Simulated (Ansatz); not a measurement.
**Vibrational response of FePt3**

These are results of DFT PBE, scalar-relativistic, plane waves, PAW (Ansatz 0.2.0), not measurements. Cutoff 420 eV, 18×18×6 k-points (Γ-centred), Gaussian smearing of 0.20 eV. Collinear spin, site moments 3.0, 0.1, 0.3, 0.3 μB. Phonons by linear response, acoustic sum rule imposed.

Equilibrium structure at this level:
```
CELL_PARAMETERS angstrom
2.75102 0.00000 0.00000
-1.37551 2.38245 0.00000
0.00000 0.00000 9.12846
ATOMIC_POSITIONS crystal
Fe 0.66667 0.33333 0.50000
Pt 0.66667 0.33333 0.00000
Pt 0.33333 0.66667 0.73123
Pt 0.33333 0.66667 0.26877
```

The cell was found from a structure generator's guess, not taken from experiment. In a metal, frequencies depend on the k mesh and the smearing, soft modes most. Spin–orbit coupling is left out, which matters for heavy elements.

Optical modes at Γ:
```json
{"frequency (cm⁻¹)": "31", "degeneracy": "2"}
{"frequency (cm⁻¹)": "52", "degeneracy": "2"}
{"frequency (cm⁻¹)": "123", "degeneracy": "1"}
{"frequency (cm⁻¹)": "127", "degeneracy": "2"}
{"frequency (cm⁻¹)": "129", "degeneracy": "1"}
{"frequency (cm⁻¹)": "268", "degeneracy": "1"}
```

All 9 optical modes at Γ are real: no displacement of atoms at fixed cell lowers the energy to second order. Strains and modes at other wave vectors aren't tested by this run.
